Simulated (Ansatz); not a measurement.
SnS₂:
```xyz
3
Lattice="3.6167 0.0000 0.0000 -1.8084 3.1322 0.0000 0.0000 0.0000 32.0000" Properties=species:S:1:pos:R:3 pbc="T T F"
S      1.8084     1.0441    17.4676
Sn     0.0000     0.0000    16.0000
S      0.0000     2.0881    14.5324
```
Free-standing layer in the xy plane with vacuum along z and no interaction between images.

Relaxed with LDA. Special points in fractions of this cell's reciprocal vectors: Γ (0.000, 0.000, 0.000); M (0.500, 0.000, 0.000); K (0.333, 0.333, 0.000).

Q: List the band energies nearest the valence-band maximum at these points for LDA in the plane-wave PAW code Ansatz.

A: In eV from the valence-band maximum; about four levels below and three above (degenerate sets whole), none deeper than 8.9 eV; points with the same levels are listed once.

```tsv
k	below	above
Γ	-0.52 -0.52 -0.09 -0.09	2.45 3.71 5.38 5.38
M	-2.37 -2.17 -0.58 -0.29	1.46 4.62 6.12
K	-3.77 -3.77 -3.37 -0.73 -0.73	2.65 6.05 6.05
```

Space group P-3m1 (1T). A layer that has been made, often on a substrate. Symmetry was held in the LDA relaxation; its stability against distortions is not shown here. Spin–orbit coupling is left out wherever it is not named.

Potentials: the earlier of the program's two PAW sets.
